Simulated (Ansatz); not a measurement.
ZrTiB4:
```
CELL_PARAMETERS angstrom
      3.10088     0.00000     0.00000
      0.00000     3.40944     0.00000
      0.00000     0.00000     5.36847
ATOMIC_POSITIONS crystal
  Ti 0.00000 0.00000 0.00000
  B  0.50000 0.50000 0.16120
  B  0.00000 0.50000 0.32593
  Zr 0.50000 0.00000 0.50000
  B  0.00000 0.50000 0.67407
  B  0.50000 0.50000 0.83880
```

Relaxed with r²SCAN.

Map the electron localisation function on the plane through (0.000, 0.000, 0.000) spanned by u = [0, 1, 0] and v = [0, 0, 1] in lattice vectors, from the program Ansatz at the r²SCAN level (PAW).

x is the fraction of u, y of v (the angle between them is 90°; rows are the nearest grid lines); atoms in the plane: Ti at (0.00, 0.00), B at (0.50, 0.33), B at (0.50, 0.67).
```
|*#%%+. .... .+%%#*|
|#%%%=  ....  =%%%#|
|%%%*: .::::. :*%%%|
|==:..-++++++-..:==|
|....-+******+-....|
|..:=*##+==+##*=:..|
|--+*##*-..-*##*+--|
|=+*#%#+.  .+#%#*+=|
|=+*#%#=    =#%#*+=|
|--=*#%#+==+#%#*=--|
|:-=+#%%%%%%%%#+=-:|
|::-+#%@@@@@@%#+-::|
|::-+#%@@@@@@%#+-::|
|:-=+#%%%%%%%%#+=-:|
|--=*#%#+==+#%#*=--|
|=+*#%#=    =#%#*+=|
|=+*#%#+.  .+#%#*+=|
|--+*##*-..-*##*+--|
|..:=*##+==+##*=:..|
|....-+******+-....|
|==:..-++++++-..:==|
|%%%*: .::::. :*%%%|
|#%%%=  ....  =%%%#|
|*#%%+. .... .+%%#*|
```
Scale: ten equal steps from 0.001 (start of ' ') to 0.841 (end of '@'), in the order ' .:-=+*#%@'; x runs from 0.000 to 1.00, y from 0.000 (bottom) to 1.00 (top).

The density is the valence pseudo-density with augmentation charge, so density and ELF within about 1 Å of a nucleus are not all-electron values.

Space group Pmmm. The start of the workflow was typed in or built on a structure type; neither database checked (COD, Materials Project) lists it. Whether it is the stable phase at ambient conditions was not checked. Symmetry was held in the r²SCAN relaxation; whether a distortion lowers the energy is not shown. The run is not spin-polarised.

Potentials: the earlier of the program's two PAW sets.
